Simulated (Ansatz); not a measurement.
System: ZnS (zinc blende type), 2 atoms in the cell.

Theory: HSE06, plane waves, PAW datasets (earlier set, tuned by hand) in Ansatz 0.2.0 development build.

Cutoff 660 eV; exchange singularity: regularized; k-mesh 6×6×6 Γ-centred; Fermi–Dirac smearing of 0.02 eV; no spin polarisation.

```
Zn S
1.0
     0.00000    2.72500    2.72500
     2.72500    0.00000    2.72500
     2.72500    2.72500    0.00000
Zn S
1 1
Cartesian
  0.0000 0.0000 0.0000
  1.3625 1.3625 1.3625
```

Question: What pressure does the calculation give?

Answer: The pressure is -0.95 GPa, so at these settings the cell is stretched and would shrink.

The stress includes the program's correction for the finite plane-wave basis.
